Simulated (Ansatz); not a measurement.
ScAg3:
```xyz
4
Lattice="4.2428 0.0000 0.0000 0.0000 4.2428 0.0000 0.0000 0.0000 4.2428" Properties=species:S:1:pos:R:3 pbc="T T T"
Ag     0.0000     2.1214     2.1214
Ag     2.1214     2.1214     0.0000
Ag     2.1214     0.0000     2.1214
Sc     0.0000     0.0000     0.0000
```

Relaxed with PBE. Special points in fractions of this cell's reciprocal vectors: Γ (0.000, 0.000, 0.000); X (0.000, 0.500, 0.000); M (0.500, 0.500, 0.000); R (0.500, 0.500, 0.500).

### Question
List the band energies nearest the Fermi level at these points for the program Ansatz at the PBE with spin–orbit coupling level (PAW).

### Answer
In eV from the Fermi level; about four levels below and three above (degenerate sets whole), none deeper than 8.9 eV; … stands for higher levels left out; points with the same levels are listed once.

```
k                    below                above
-  -----------------------  -------------------
Γ  -3.17 -3.17 -3.17 -3.17  0.71 0.71 0.71 0.71
X  -3.72 -3.72 -3.24 -3.24  0.28 0.28 0.32 0.32
M  -1.05 -1.05 -1.01 -1.01  0.68 0.68 0.69 0.69
R  -0.05 -0.05 -0.05 -0.05                    …
```

Space group Pm-3m (Cu3Au type). The start of the workflow was typed in or built on a structure type; neither database checked (COD, Materials Project) lists it. Whether it is the stable phase at ambient conditions was not checked. The cell was relaxed with PBE under the symmetry of its start; whether a distortion lowers the energy is not shown. No spin polarisation was allowed.

Potentials: the earlier of the program's two PAW sets.
